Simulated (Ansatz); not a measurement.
Input:

Ag:
```yaml
crystal:
  lattice:
    - [0.00000, 2.05239, 2.05239]
    - [2.05239, 0.00000, 2.05239]
    - [2.05239, 2.05239, 0.00000]
  atoms:
    - { symbol: Ag, position: [0.00000, 0.00000, 0.00000] }
```

This is the r²SCAN-relaxed structure.

**Question.** All from plane-wave PAW r²SCAN (Ansatz code), unless another level is named. Predict the density of states at the Fermi level.

**Answer.** 0.26 states/eV per atom (mean over ±0.08 eV).

**Question.** What about the gap with spin–orbit coupling?

**Answer.** none (metallic).

Space group Fm-3m (fcc (Cu type)). The r²SCAN relaxation kept the symmetry of its start. No spin polarisation was allowed. Scalar-relativistic: spin–orbit coupling is off unless named, which matters more the heavier the elements.

Potentials: the earlier of the program's two PAW sets.
